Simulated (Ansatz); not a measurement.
**zincblende-structured NiBi**

Level of theory: DFT, PBEsol, scalar-relativistic, collinear spin; plane waves to 420 eV with PAW datasets (Ansatz 0.2.0), 10×10×10 k-mesh, Gaussian smearing of 0.05 eV; PAW files: Ansatz's generated set soft_2.

```xyz
2
Lattice="0.0000 2.9021 2.9021 2.9021 0.0000 2.9021 2.9021 2.9021 0.0000" Properties=species:S:1:pos:R:3 pbc="T T T"
Ni    0.0000    0.0000    0.0000
Bi    1.4511    1.4511    1.4511
```

This is a trial structure made by placing the elements on a prototype's sites, so it needn't be the stable form.

Magnetic state: non-magnetic, site spin moments none.

Cell and atoms are those of this level's equilibrium.

The cell has space group F-43m (read at 0.01 Å). In it the stress is -0.08, -0.08, -0.08, 0.00, 0.00, 0.00 GPa and the largest force component 0.000 eV/Å. Each change below starts from this cell, without further relaxation. Stress is in GPa, positive in compression, in the order xx, yy, zz, yz, xz, xy; energies are counted from the cell above and are free energies with the smearing's entropy, which match forces and stress in a metal.

Q: One atom was moved along a Cartesian axis, and these forces appeared. Which atom, and about how far?
```tsv
atom	Fx (eV/Å)	Fy	Fz
Ni1	0.000	0.589	0.000
Bi2	0.000	-0.589	0.000
```

A: Atom 2 (Bi) is moved by 0.08 Å along y; the energy changes by 23.7 meV per cell. Moving the other atom the opposite way is the same thing.

Q: A single strain component, atoms carried along, gave the stress 0.20, -0.02, -0.02, -1.32, 0.00, 0.00. Which component, and about how large?

A: An engineering strain of 3 % in yz; the energy changes by 6.5 meV per cell.

Spin–orbit coupling, which matters for such heavy elements, is left out. The starting moments died out; a magnetic state reached from other starts isn't excluded.
